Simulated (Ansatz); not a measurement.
ZnS (wurtzite, P6_3mc), the program Ansatz at the PBE level (PAW), all energies at zero smearing, with the estimated change up to a 700 eV cutoff added, with one set of potentials and settings (totals compare only within such a set). Cell of 4 atoms (2 Zn, 2 S): -8445.464 eV.

```
element             reference phase  E (eV/atom)
-------  --------------------------  -----------
Zn        C2/m, 3 atoms in the cell   -3319.0295
S        Fddd, 32 atoms in the cell    -902.0599
```

Formation energy per atom, worked out: (-8445.464 − 2×(-3319.0295) − 2×(-902.0599))/4 = -0.821 eV/atom (-79 kJ per mol of atoms), at 0 K, without zero-point energy or fitted corrections.

The cell was relaxed with PBE under the symmetry of its start. The references are the lowest solids computed at this level, not always the standard phases.

Potentials: the later of the program's two PAW sets.
